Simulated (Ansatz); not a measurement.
# Property card for Al$_{2}$Cu$_{3}$

Method: Ansatz 0.2.0, DFT PBE, scalar-relativistic, plane waves, PAW.

Settings: cutoff 420 eV, Γ-centred mesh 10×10×6 on the computed 10-atom cell, Gaussian smearing of 0.10 eV; no spin polarisation.

The structure is relaxed at this level of theory with its symmetry kept, and needn't be the ground state of this composition.

```cif
data_structure
_symmetry_space_group_name_H-M 'C2/c'
_symmetry_Int_Tables_number 15
_cell_length_a 9.0579
_cell_length_b 4.5296
_cell_length_c 6.7987
_cell_angle_alpha 90.000
_cell_angle_beta 110.397
_cell_angle_gamma 90.000
_cell_volume 261.45
loop_
_atom_site_label
_atom_site_type_symbol
_atom_site_symmetry_multiplicity
_atom_site_Wyckoff_symbol
_atom_site_fract_x
_atom_site_fract_y
_atom_site_fract_z
_atom_site_occupancy
Al1 Al 8 f 0.89959 0.82110 0.04548 1
Cu1 Cu 8 f 0.79932 0.67162 0.34935 1
Cu2 Cu 4 e 0.00000 0.32785 0.25000 1
```

| Property | Result |
| --- | --- |
| Space group | C2/c (No. 15) |
| Volume per atom | 13.07 Å³ |
| Formation energy from the elements' standard states (uncorrected) | -0.199 eV/atom |
| Kohn–Sham band gap | none (metal) |
| Density of states at the Fermi level | 2.5 states/eV per cell |
| Orbital (Löwdin) character within 0.5 eV of the Fermi level | Al 3p 50 %, Cu 3d 21 %, Cu 4s 10 %, Al 3s 8 %, unprojected 11 % |
| Bader charge by site (e) | Al (4 in the cell) 0.99, Cu (4 in the cell) -0.63, Cu (2 in the cell) -0.72 |

The cell was found from a structure generator's guess, not taken from experiment. Löwdin shares on free-atom orbitals overweight diffuse shells.
